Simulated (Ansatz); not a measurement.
SrCd2:
```
SrCd2
1.0
   -2.51527     3.97540     4.17575
    2.51527    -3.97540     4.17575
    2.51527     3.97540    -4.17575
Sr Cd
2 4
Cartesian
  0.00000   1.98770   0.41142
  2.51527   1.98770   3.76433
  0.00000   4.44440   2.80506
  2.51527   3.50639  -1.37069
  2.51527  -0.46901   1.37069
  0.00000   0.46901   5.54644
```

This is the PBEsol-relaxed structure.

All from PBEsol in the plane-wave PAW code Ansatz, unless another level is named. Give the density of states at the Fermi level.

0.57 states/eV per atom (mean over ±0.08 eV).

What about the formation energy from the elements (no fitted shifts)?

-0.35 eV/atom.

Space group Imma. The workflow started from an entry of the Crystallography Open Database (COD). Whether it is the stable phase at ambient conditions was not checked. The cell was relaxed with PBEsol under the symmetry of its start; whether a distortion lowers the energy is not shown. The references are the lowest solids computed at this level, not always the standard phases. Scalar-relativistic: spin–orbit coupling is off unless named, which matters more the heavier the elements.

Potentials: the later of the program's two PAW sets.
